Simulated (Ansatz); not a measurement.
SiC:
```cif
data_CSi
_chemical_formula_sum 'Si1 C1'
_space_group_name_H-M_alt 'P 1'
_space_group_IT_number 1
_cell_length_a 3.08060
_cell_length_b 3.08060
_cell_length_c 3.08060
_cell_angle_alpha 60.000
_cell_angle_beta 60.000
_cell_angle_gamma 60.000
loop_
_space_group_symop_operation_xyz
  'x, y, z'
loop_
_atom_site_label
_atom_site_type_symbol
_atom_site_fract_x
_atom_site_fract_y
_atom_site_fract_z
_atom_site_occupancy
Si1 Si 0.75000 0.75000 0.75000 1
C1 C 0.00000 0.00000 0.00000 1
```

Relaxed with r²SCAN. Plane-wave PAW r²SCAN (Ansatz code) gives a gap of 1.71 eV.

Task: What gap does HSE06 give on the same cell (Ansatz, PAW)?

Result: 2.23 eV, 0.52 eV more. The hybrid was solved on a coarser mesh and at special points; its gap is the smallest among all of these.

```json
[
 {"k": "Γ", "v1 r²SCAN": "0.00", "c1 r²SCAN": "6.80", "v1 HSE06": "?", "c1 HSE06": "?"},
 {"k": "X", "v1 r²SCAN": "-3.34", "c1 r²SCAN": "1.71", "v1 HSE06": "-3.50", "c1 HSE06": "2.23"},
 {"k": "L", "v1 r²SCAN": "-1.11", "c1 r²SCAN": "5.98", "v1 HSE06": "?", "c1 HSE06": "?"},
 {"k": "W", "v1 r²SCAN": "-4.82", "c1 r²SCAN": "5.72", "v1 HSE06": "?", "c1 HSE06": "?"},
 {"k": "K", "v1 r²SCAN": "-2.72", "c1 r²SCAN": "3.53", "v1 HSE06": "?", "c1 HSE06": "?"}
]
```

Task: Top valence (v1) and lowest conduction level (c1) in eV from each method's valence maximum (which need not be a listed point): supply the withheld HSE06 values.

Result: 
- L, v1 HSE06: -1.16
- L, c1 HSE06: 6.63
- W, v1 HSE06: -5.06
- W, c1 HSE06: 6.33
- K, v1 HSE06: -2.84
- K, c1 HSE06: 4.09
- Γ, v1 HSE06: 0.00
- Γ, c1 HSE06: 7.52

Cost on shared cores: the r²SCAN run (SCF on a 11×11×11 mesh, then bands and DOS) very roughly 24 core-seconds, the HSE06 run (SCF on 8×8×8, then a few points) very roughly 60 core-seconds; the tasks are unlike.

Space group F-43m (zinc blende). Symmetry was held in the r²SCAN relaxation; phonons on a q-mesh show no instability.

Potentials: the earlier of the program's two PAW sets.
